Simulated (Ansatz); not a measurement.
## Pd: the functional and the phonons

Pd in the fcc lattice, in a typed cell, not relaxed.

```
Pd
1.0
     0.00000    1.97000    1.97000
     1.97000    0.00000    1.97000
     1.97000    1.97000    0.00000
Pd
1
Cartesian
  0.0000 0.0000 0.0000
```

Method (Ansatz, development build): PBE; all-electron PAW datasets (no frozen core) at 300 eV; k mesh 8×8×8; Fermi–Dirac smearing of 0.1 eV; no spin. Harmonic phonons by finite displacements in cells commensurate with each q, in cm⁻¹; i marks an unstable mode.

Caveats: coarse k mesh.

At 15.29 Å³ an atom it gives lowest mode at X = [0.5, 0, 0.5] (cm⁻¹) 141; top mode at X = [0.5, 0, 0.5] (cm⁻¹) 206.

Task: Repeat with r2SCAN in the same cell, on the same kind of potentials and mesh. What changes?

Result: 
```tsv
functional	cutoff (eV)	volume (Å³/atom)	lowest mode at X = [0.5, 0, 0.5] (cm⁻¹)	top mode at X = [0.5, 0, 0.5] (cm⁻¹)
r2SCAN in the same cell	310	15.29	139	202
```
